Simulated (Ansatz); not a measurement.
**Response of Be to small distortions**

```
CELL_PARAMETERS angstrom
-1.25312 1.25312 1.25312
1.25312 -1.25312 1.25312
1.25312 1.25312 -1.25312
ATOMIC_POSITIONS crystal
Be 0.00000 0.00000 0.00000
```

The cell is the one relaxed in the Materials Project (mp-20), not relaxed further here; entries there can be hypothetical.

The calculation used DFT, PBEsol, all-electron LAPW, scalar-relativistic in Ansatz 0.2.0.

Numerical set-up: a Γ-centred 23×23×23 k mesh, Fermi–Dirac smearing of 0.03 eV, basis error target 0.25 meV/atom, no spin polarisation.

The unchanged cell is at -2.07 GPa.

In a metal, stresses and small energies carry noise from the k mesh.

x, y and z are the Cartesian axes of the cell as listed; fractional coordinates follow a strain, and an engineering shear is twice the off-diagonal strain component.

(1) With this change (equal xy, yz and zx engineering shear strains of -2 %), what becomes of the energy and stress?

With equal xy, yz and zx engineering shear strains of +1 %: energy change +1 meV/atom; stress change (xx, yy, zz, yz, xz, xy) 0.05, 0.05, 0.05, -1.97, -1.97, -1.97 GPa, compression positive.

With equal xy, yz and zx engineering shear strains of +3 %: energy change +13 meV/atom; stress change (xx, yy, zz, yz, xz, xy) 0.47, 0.47, 0.47, -5.66, -5.66, -5.66 GPa, compression positive.

(2) With this change (equal xy, yz and zx engineering shear strains of -3 %), what becomes of the energy and stress?

With equal xy, yz and zx engineering shear strains of -1 %: energy change +2 meV/atom; stress change (xx, yy, zz, yz, xz, xy) 0.05, 0.05, 0.05, 2.05, 2.05, 2.05 GPa, compression positive.

(3) With this change (equal xy, yz and zx engineering shear strains of +2 %), what becomes of the energy and stress?

## Answers

(1) Energy change +6 meV/atom; stress change (xx, yy, zz, yz, xz, xy) 0.20, 0.20, 0.20, 4.28, 4.28, 4.28 GPa, compression positive.

(2) Energy change +14 meV/atom; stress change (xx, yy, zz, yz, xz, xy) 0.53, 0.53, 0.53, 6.54, 6.54, 6.54 GPa, compression positive.

(3) Energy change +6 meV/atom; stress change (xx, yy, zz, yz, xz, xy) 0.19, 0.19, 0.19, -3.84, -3.84, -3.84 GPa, compression positive.
